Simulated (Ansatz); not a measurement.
BN (NiAs type, P6_3/mmc) at seven volumes, plane-wave PAW HSE06 (Ansatz code), shape and atoms relaxed at each. One row is withheld.

```csv
V (Å³/atom),P (GPa)
4.797,46.83
4.955,28.90
5.113,13.43
5.271,0.00
5.429,-11.61
5.587,?
5.745,-30.42
```

Q: Fit the shown pressures and predict the withheld one.

A: P = (3/2)B₀(x^(7/2) − x^(5/2))[1 + (3/4)(B′ − 4)(x − 1)] with x = (V₀/V)^(2/3). Least squares on the six rows gives V₀ = 5.271 Å³/atom, B₀ = 416 GPa, B′ = 3.78. At V = 5.587, x = 0.9619 and P = -21.69 GPa. The run itself gave -21.69 GPa.

The cell is a constructed one: a structure type filled with these elements. Its sites differ from those of the usual phase in this space group: another stacking or structure type. The cell was relaxed with HSE06 under the symmetry of its start; whether a distortion lowers the energy is not shown.

Potentials: the later of the program's two PAW sets.
